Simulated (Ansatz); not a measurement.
The start is a generated cell, V placed in the dhcp structure type. The cell and all atomic positions are relaxed at zero pressure with r2SCAN (plane waves to 500 eV, PAW, scalar-relativistic; Ansatz, a first-principles code). The first steps use a coarse 14×14×4 k-mesh.

Input geometry:
```
V
1.0
    2.70396     0.00000     0.00000
   -1.35198     2.34170     0.00000
    0.00000     0.00000     8.70001
V
4
Direct
  0.00000   0.00000   0.00000
  0.00000   0.00000   0.50000
  0.33333   0.66667   0.25000
  0.66667   0.33333   0.75000
```
Spin-polarised start, with parallel moments on V.

Question: How does the volume per atom move from start to end?

Answer: -0.6 %, from 13.77 to 13.69 Å³/atom.

Question: How do the shortest distances between atoms change?

Answer: The closest pairs of elements (up to four, under 3.6 Å), start → end: V–V 2.68 → 2.63 Å.

Question: What magnetic moments remain?

Answer: Zero (the starting moments vanished).

The space group stays P6₃/mmc (No. 194) (the run could not lower it); the end is AFLOW prototype A_hP4_194_ac (A3', as in La), with 4 atoms in the primitive cell. Final values are on a 20×20×5 k-mesh of the relaxed cell. No spin polarisation in the result: the starting moments vanished.

The run could not lower the symmetry of its start; a shaken copy of this end point relaxes with r2SCAN to R-3m (No. 166), 0.24 eV/atom lower.

The relaxed structure here is a generated cell of V: the first start was made by placing the elements on the sites of a structure type, and the end was not matched to a known phase here, so it may be hypothetical. Known forms of V include space group No. 229.
